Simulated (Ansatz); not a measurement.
This CaF structure is the end of a relaxation. The cell was found from a structure generator's guess, not taken from experiment.

All numbers below come from Ansatz 0.2.0, DFT PBE, scalar-relativistic, plane waves, PAW. Cutoff 420 eV, Γ-centred mesh, Gaussian smearing, no spin polarisation.

```
Ca F
1.0
     4.02861    0.00000    0.00000
     0.00000    4.02861    0.00000
     0.00000    0.00000    4.26493
Ca F
1 1
Direct
  0.00000 0.00000 0.50000
  0.00000 0.00000 0.00000
```

Formation energies are uncorrected and refer to the elements' standard structures at the same level (F₂ as a molecule).

Task: What space group does it have?

Result: P4/mmm (No. 123). Conventional cell: a = 4.029 Å, c = 4.265 Å. Around Ca lie 2 F at 2.13 Å; F has 2 Ca at 2.13 Å.

Task: How far does it lie from the elements in energy?

Result: −2.45 eV/atom.

Task: Is it a metal?

Result: Yes, bands cross the Fermi level on the 14×14×14 mesh.

The last run used a 14×14×14 mesh for its 2-atom cell and Gaussian smearing of 0.10 eV. An odd number of electrons in the primitive cell allows no gap without spin; a larger cell or a magnetic state could open one. A structure relaxed within its symmetry needn't be a true minimum. Another cell of CaF relaxed alike, in P4/nmm, lies 0.44 eV/atom lower, so this cell isn't the stable form at this level.
